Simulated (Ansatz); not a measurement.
Nb2GaC in space group P6_3/mmc (No. 194; Nb on 4f, Ga on 2d, C on 2a), DFT-r²SCAN in the program Ansatz with PAW potentials, all energies at zero smearing, with the estimated change up to a 700 eV cutoff added, with one set of potentials and settings (totals compare only within such a set). Cell of 8 atoms (4 Nb, 2 Ga, 2 C): -26343.246 eV.

```tsv
element	reference phase	E (eV/atom)
Nb	Im-3m, 1 atoms in the cell	-4563.6321
Ga	Cmce, 4 atoms in the cell	-3790.2689
C	P6_3/mmc, 4 atoms in the cell	-251.6711
```

Formation energy per atom, worked out: (-26343.246 − 4×(-4563.6321) − 2×(-3790.2689) − 2×(-251.6711))/8 = -0.605 eV/atom (-58 kJ per mol of atoms), at 0 K, without zero-point energy or fitted corrections.

The workflow started from a Materials Project entry (that database holds measured and hypothetical structures alike); the Crystallography Open Database copy checked does not list it. Its standing as an ambient phase is unchecked. The r²SCAN relaxation kept the symmetry of its start; its stability against distortions is not shown here. The run is not spin-polarised. The references are the lowest solids computed at this level, not always the standard phases.

Potentials: the later of the program's two PAW sets.
